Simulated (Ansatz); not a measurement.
**Y2C: zone-centre modes**

All numbers below come from Ansatz, DFT LDA, scalar-relativistic, plane waves, PAW. Plane waves to 420 eV; Γ-centred k mesh 12×12×12; Fermi-Dirac smearing of 0.15 eV. No spin polarisation. Phonons by linear response, acoustic sum rule imposed.

The cell, relaxed at this level:
```yaml
crystal:
  lattice:
    - [1.76574, 1.01945, 6.01979]
    - [-1.76574, 1.01945, 6.01979]
    - [0.00000, -2.03891, 6.01979]
  atoms:
    - { symbol: Y, position: [0.26002, 0.26002, 0.26002] }
    - { symbol: Y, position: [0.73998, 0.73998, 0.73998] }
    - { symbol: C, position: [0.00000, 0.00000, 0.00000] }
```

In a metal, frequencies and elastic constants depend on the k mesh and the smearing, soft modes and shear constants most.

Optical modes at Γ; i marks an imaginary frequency:
```csv
frequency (meV),degeneracy
17.3,2
28.4,1
45.3,2
51.0,1
```

All 6 optical modes at Γ are real: no displacement of atoms at fixed cell lowers the energy to second order. Strains and modes at other wave vectors aren't tested by this run.